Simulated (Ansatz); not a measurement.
HfSi:
```
HfSi
1.0
   -1.70538     1.70538     6.80184
    1.70538    -1.70538     6.80184
    1.70538     1.70538    -6.80184
Hf Si
2 2
Cartesian
  0.00000   0.00000   0.10085
  0.00000   1.70538   3.50177
  0.00000   0.00000   5.55829
  1.70538   0.00000   2.15737
```

Relaxed with PBE. Special points in fractions of this cell's reciprocal vectors: Γ (0.000, 0.000, 0.000); X (0.000, 0.000, 0.500); P (0.250, 0.250, 0.250); N (0.000, 0.500, 0.000); M (0.500, 0.500, -0.500); S (0.266, 0.734, -0.266); S0 (-0.266, 0.266, 0.266); R (-0.031, 0.031, 0.500); G (0.500, 0.500, -0.031).

List the band energies nearest the Fermi level at these points for PBE (plane waves, PAW; program Ansatz).

In eV from the Fermi level; about four levels below and three above (degenerate sets whole), none deeper than 8.9 eV; points with the same levels are listed once.

| k | below | above |
|---|---|---|
| Γ | -5.18 -1.70 -0.93 -0.71 | 0.15 0.15 0.73 0.73 |
| X | -2.93 -2.93 -1.43 -1.43 | 0.12 0.12 3.65 3.65 |
| P | -2.84 -2.84 -1.53 -1.53 | 0.19 0.19 3.55 3.55 |
| N | -1.80 -1.30 -0.67 -0.14 | 0.50 0.97 1.92 |
| M | -1.18 -1.18 -0.36 -0.36 | 1.96 1.96 3.42 3.42 |
| S | -1.77 -1.08 -0.94 -0.13 | 0.52 1.08 1.76 |
| R | -2.90 -2.90 -1.42 -1.42 | 0.14 0.14 3.58 3.58 |

Space group I4_1md. The cell is a constructed one: a structure type filled with these elements; neither database checked (COD, Materials Project) lists it. COD files the formula under space group No. 62, so this cell is another polymorph or a model. Whether it is the stable phase at ambient conditions was not checked. The cell was relaxed with PBE under the symmetry of its start; its stability against distortions is not shown here. No spin polarisation was allowed. Spin–orbit coupling is left out wherever it is not named.

Potentials: the later of the program's two PAW sets.
